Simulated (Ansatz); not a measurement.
AgI:
```
CELL_PARAMETERS angstrom
      4.56036     0.00000     0.00000
     -2.28018     3.94938     0.00000
      0.00000     0.00000     7.45149
ATOMIC_POSITIONS crystal
  Ag 0.33333 0.66667 0.00240
  Ag 0.66667 0.33333 0.50240
  I  0.33333 0.66667 0.37750
  I  0.66667 0.33333 0.87750
```

Relaxed with PBEsol. Special points in fractions of this cell's reciprocal vectors: Γ (0.000, 0.000, 0.000); M (0.500, 0.000, 0.000); K (0.333, 0.333, 0.000); A (0.000, 0.000, 0.500); L (0.500, 0.000, 0.500); H (0.333, 0.333, 0.500).

**Question.** List the band energies nearest the valence-band maximum at these points for PBEsol in the plane-wave PAW code Ansatz.

**Answer.** In eV from the valence-band maximum; about four levels below and three above (degenerate sets whole), none deeper than 8.9 eV; points with the same levels are listed once.

```tsv
k	below	above
Γ	-0.75 -0.75 -0.07 0.00 0.00	1.23 2.51 5.65 5.65
M	-2.30 -1.87 -1.10 -0.76	3.25 3.47 4.68
K	-2.67 -1.61 -1.61 -1.40	4.22 4.49 4.49
A	-0.39 -0.39 -0.39 -0.39	2.55 2.55 5.53 5.53
L	-1.31 -1.31 -1.30 -1.30	3.13 3.13 4.75 4.75
H	-2.04 -2.04 -1.19 -1.19	3.85 3.85 5.57 5.57
```

Space group P6_3mc (wurtzite). The cell was relaxed with PBEsol under the symmetry of its start. No spin polarisation was allowed. Spin–orbit coupling is left out wherever it is not named.

Potentials: the earlier of the program's two PAW sets. The files were generated under PBE; for other functionals the program regenerates the frozen cores, and for LDA and PBEsol the local potential too.
